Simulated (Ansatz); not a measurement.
Polymorphs of Ga, each relaxed with DFT-PBE in the program Ansatz with PAW potentials:

A: α-Ga (Cmce)
a = 4.580 Å, b = 7.743 Å, c = 4.583 Å, α = β = γ = 90.00°

```tsv
atom	site	symmetry	x	y	z
Ga	8f	m..	0.0000	0.3437	0.4177
```

B: diamond (Fd-3m)
a = b = c = 5.878 Å, α = β = γ = 90.00°

```csv
atom,site,symmetry,x,y,z
Ga,8b,-43m,0.5000,0.5000,0.5000
```

### Question
Order them by energy per atom at 0 K (lowest first) at the level PBE.

### Answer
A (+0 meV/atom), B (+279 meV/atom)

Typed or built starts, not in the databases checked: B. Not the usual ambient phase: B. All cells were relaxed under the symmetry of their starts (and spin orders); stability against distortions was not tested throughout. Scalar-relativistic: spin–orbit coupling is off unless named, which matters more the heavier the elements.

Energies hold the estimated change up to a 700 eV cutoff; steps of a few meV lie near the error of the meshes.

Potentials: the later of the program's two PAW sets.
